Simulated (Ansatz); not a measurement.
BiSe:
Space group P-3m1 (No. 164); a = 4.1774 Å, b = 4.1774 Å, c = 22.3320 Å, α = 90.00°, β = 90.00°, γ = 120.00°

```json
[
 {"atom": "Bi", "site": "2d", "symmetry": "3m.", "x": "0.6667", "y": "0.3333", "z": "0.4601"},
 {"atom": "Bi", "site": "2d", "symmetry": "3m.", "x": "0.3333", "y": "0.6667", "z": "0.2855"},
 {"atom": "Bi", "site": "2c", "symmetry": "3m.", "x": "0.0000", "y": "0.0000", "z": "0.1201"},
 {"atom": "Se", "site": "2c", "symmetry": "3m.", "x": "0.0000", "y": "0.0000", "z": "0.3552"},
 {"atom": "Se", "site": "2d", "symmetry": "3m.", "x": "0.6667", "y": "0.3333", "z": "0.2040"},
 {"atom": "Se", "site": "2d", "symmetry": "3m.", "x": "0.3333", "y": "0.6667", "z": "0.0523"}
]
```

This is the LDA-relaxed structure.

All from DFT-LDA in the program Ansatz with PAW potentials, unless another level is named. Give the electronic character.

metallic (no gap).

What about the density of states at the Fermi level?

0.06 states/eV per atom (mean over ±0.08 eV).

Give the formation energy from the elements (no fitted shifts).

-0.30 eV/atom.

The workflow started from a Materials Project entry (that database holds measured and hypothetical structures alike); the Crystallography Open Database copy checked does not list it. COD files the formula under space group No. 12, 225. Its standing as an ambient phase is unchecked. Symmetry was held in the LDA relaxation; its stability against distortions is not shown here. A crystal of weakly bound layers computed without a dispersion correction: the cell and the soft elastic constants depend strongly on that. The references are the lowest solids computed at this level, not always the standard phases. Spin–orbit coupling is left out wherever it is not named.

Potentials: the later of the program's two PAW sets.
